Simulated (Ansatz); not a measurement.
Structure relaxation of Sr

The calculation used DFT r2SCAN, scalar-relativistic, plane waves, PAW in Ansatz.

The start is a database structure of Sr, space group Fm-3m (No. 225).

Input of the last, converged step (default PAW datasets):

```yaml
crystal:
  lattice:
    - [0.0, 3.04235, 3.04235]
    - [3.04235, 0.0, 3.04235]
    - [3.04235, 3.04235, 0.0]
  atoms:
    - { symbol: Sr, position: [0.0, 0.0, 0.0] }
basis:
  ecutwfc: 500
kpoints:
  mp_grid: { grid: [16, 16, 16] }
hamiltonian:
  xc: r2scan
scf:
  occupations: { method: gaussian, width: 0.1 }
output:
  forces: true
  stress: true
  eigenvalues: true
relax:
  adjacent_minimum: "off"
  f_tol: 0.01
  max_steps: 80
  cell: { stress_tol: 0.05 }
```

It can be run as:

```bash
ansatz run input.yaml --threads 1 --pin off --backend cpu --events-out ev --progress --plain --runs-dir out  # memory cap (--max-ram) not shown
```

End of the output:

```
SCF converged after 4 iterations
Free energy (F): -3555.116716 eV
Harris-Foulkes:  -3555.116716 eV  (|F-HF|=4.55e-12)
Internal energy: -3555.108247 eV  (E = F + TS)
E sigma→0 (E₀):  -3555.112481 eV
Entropy (-TS):   -0.008469 eV (-8.469 meV/atom)
Fermi energy:    4.860199 eV
--- Per-component energies (eV) ---
  E_band       = -145.887726
  E_kinetic    = 241.669016
  E_local      = -778.556163  (includes V_loc(G=0)·N_el)
  E_nonlocal   = 202.104890
  E_hartree    = 197.656142
  E_xc         = -161.000526
  E_vxc        = -174.048796  (∫ρ·V_xc dr)
  E_paw        = -2715.718827  (= ΣΔE_a)
  E_vpaw       = -41.694370  (= ΣTr[D̂ρ^β])
  E_aug_tail   = -0.000001  (compensation charges beyond the density's cutoff)
  E_vtau       = 9.325341  (kinetic-family band-sum trace: ∫τ·v_τ [+ j·A + Jᵃ·Aᵃ] dr)
  E_ewald      = -541.116741
  E_core_change = -0.146037  (= ΣΔE_core)
  E_smearing   = -0.008469  (= −TS)
  E_closure    =  0.000000  (closes the sum)
  Σ components = -3555.116716   (vs F -3555.116716, Δ=0.00e0)
--- Forces (eV/Å), atoms counted from 1 ---
  atom   1  Sr     0.00000000     0.00000000     0.00000000
  max |Σ_I F_I| component: 1.64e-32 eV/Å
--- Stress (GPa, compression-positive) ---
        0.000328       0.000000       0.000000
        0.000000       0.000328       0.000000
        0.000000       0.000000       0.000328
  P = ⅓ Tr σ = 0.0003 GPa (0.003 kbar)
--- Relaxed structure (3 steps of the walk, 3 accepted, 1 SCFs on fresh bases) ---
  F+E_penalty+E_count = -3555.11671580 eV   max|allowed force component| = 0.000e0 eV/Å   (the final SCF, on the basis selected at the relaxed cell)
  cell:  # Å, volume = 56.7559 Å³
    - [0.000000, 3.050192, 3.050192]
    - [3.050192, 0.000000, 3.050192]
    - [3.050192, 3.050192, 0.000000]
  atoms:
    - { symbol: Sr, position: [0.0, 0.0, 0.0] }
```

Total energies depend on the potentials used, so only differences within one code and one set of settings carry meaning.

The result has space group Fm-3m (No. 225). Around Sr lie 12 Sr at 4.31 Å.

A structure relaxed within its symmetry needn't be a true minimum.